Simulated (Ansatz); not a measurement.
TaRe:
```cif
data_ReTa
_chemical_formula_sum 'Ta1 Re1'
_space_group_name_H-M_alt 'P 1'
_space_group_IT_number 1
_cell_length_a 2.78338
_cell_length_b 2.78338
_cell_length_c 4.44474
_cell_angle_alpha 90.000
_cell_angle_beta 90.000
_cell_angle_gamma 110.326
loop_
_space_group_symop_operation_xyz
  'x, y, z'
loop_
_atom_site_label
_atom_site_type_symbol
_atom_site_fract_x
_atom_site_fract_y
_atom_site_fract_z
_atom_site_occupancy
Ta1 Ta 0.50000 0.50000 0.50000 1
Re1 Re 0.00000 0.00000 0.00000 1
```

This is the r²SCAN-relaxed structure.

Question: All from r²SCAN in the plane-wave PAW code Ansatz, unless another level is named. Estimate the formation energy from the elements (no fitted shifts).

Answer: -0.25 eV/atom.

Question: What about the density of states at the Fermi level?

Answer: 0.45 states/eV per atom (mean over ±0.08 eV).

Space group Cmmm. The first step of the workflow began from a Materials Project structure, measured or hypothetical; the Crystallography Open Database copy checked does not list it. With Ta and Re taken as one species the cell has the higher symmetry Im-3m, so it may be an ordered model of a mixed-site phase. Whether it is the stable phase at ambient conditions was not checked. Symmetry was held in the r²SCAN relaxation; its stability against distortions is not shown here. The run is not spin-polarised. The references are the lowest solids computed at this level, not always the standard phases. Scalar-relativistic: spin–orbit coupling is off unless named, which matters more the heavier the elements.

Potentials: the later of the program's two PAW sets.
